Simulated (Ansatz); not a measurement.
# Pm (hcp)

Method: r²SCAN, scalar-relativistic; collinear spin; PAW, 600 eV, 12×12×8 k-mesh, Gaussian smearing of 0.05 eV; code Ansatz; PAW files: Ansatz's generated set soft_2.

```
Pm
1.0
     3.78463    0.00000    0.00000
    -1.89231    3.27758    0.00000
     0.00000    0.00000    6.14006
Pm
2
Direct
  0.33333 0.66667 0.75000
  0.66667 0.33333 0.25000
```

At room temperature and ambient pressure Pm is dhcp.

Magnetic state: ferromagnetic, site spin moments Pm 4.82 μB.

Which orbitals carry the states at the Fermi level, and how many states are there?

Within 0.1 eV of it: Pm 4f 85 %, Pm 5d 14 % (shares among the projected shells). The Fermi level sits on a steep edge: the density of states is 4.1, 14.1 and 18.1 states/eV per cell at −0.1, 0 and +0.1 eV.

Density of states (tetrahedra, averaged over 0.5 eV; states/eV per cell of 2 atoms; energy in eV from the Fermi level; projections on Löwdin-orthogonalised atomic orbitals, summed over sites):

| E | total | Pm 4f down | Pm 4f up | Pm 5d up | Pm 5d down | Pm 6s |
| --- | --- | --- | --- | --- | --- | --- |
| -4.60 | 0.0 | 0.0 | 0.0 | 0.0 | 0.0 | 0.0 |
| -4.10 | 0.1 | 0.0 | 0.0 | 0.0 | 0.0 | 0.1 |
| -3.60 | 0.1 | 0.0 | 0.0 | 0.0 | 0.0 | 0.1 |
| -3.10 | 0.3 | 0.0 | 0.0 | 0.0 | 0.0 | 0.2 |
| -2.60 | 4.5 | 0.0 | 4.0 | 0.2 | 0.0 | 0.3 |
| -2.10 | 5.1 | 0.0 | 4.0 | 0.5 | 0.0 | 0.4 |
| -1.60 | 9.1 | 0.0 | 7.8 | 0.8 | 0.1 | 0.4 |
| -1.10 | 2.1 | 0.0 | 0.1 | 1.1 | 0.4 | 0.4 |
| -0.60 | 3.2 | 0.0 | 0.2 | 1.4 | 1.2 | 0.3 |
| -0.10 | 9.1 | 0.0 | 6.5 | 1.5 | 0.9 | 0.2 |
| 0.40 | 5.7 | 0.0 | 4.4 | 0.7 | 0.4 | 0.1 |
| 0.90 | 3.4 | 0.1 | 0.8 | 1.2 | 1.0 | 0.1 |
| 1.40 | 4.3 | 0.3 | 0.1 | 1.8 | 1.8 | 0.2 |
| 1.90 | 4.5 | 1.1 | 0.0 | 1.6 | 1.4 | 0.2 |
| 2.40 | 12.5 | 9.5 | 0.0 | 1.2 | 1.5 | 0.1 |
| 2.90 | 5.0 | 2.3 | 0.0 | 0.9 | 1.5 | 0.1 |
| 3.40 | 14.3 | 12.2 | 0.0 | 0.8 | 1.1 | 0.1 |
| 3.90 | 4.0 | 2.0 | 0.0 | 0.8 | 1.0 | 0.1 |
| 4.40 | 2.3 | 0.2 | 0.0 | 1.1 | 0.8 | 0.1 |
| 4.90 | 2.7 | 0.1 | 0.0 | 1.6 | 0.8 | 0.1 |
| 5.40 | 2.8 | 0.1 | 0.0 | 1.5 | 0.9 | 0.2 |
| 5.90 | 2.4 | 0.0 | 0.0 | 0.5 | 1.3 | 0.3 |

Without a U the open 4f shell is pinned at the Fermi level, an artefact: in the real crystal it splits into occupied and empty levels away from it, and its large orbital moment is missing here. For elements this heavy, spin–orbit coupling would shift levels and gaps; it isn't included here. The run wasn't fully tested for a lower electronic state. Site moments are of spin, integrated over atomic spheres. Only parallel moments were tried, so the real magnetic order may be another.

The open shells may stand above their lowest state, and forces and pressures are less sure for it.
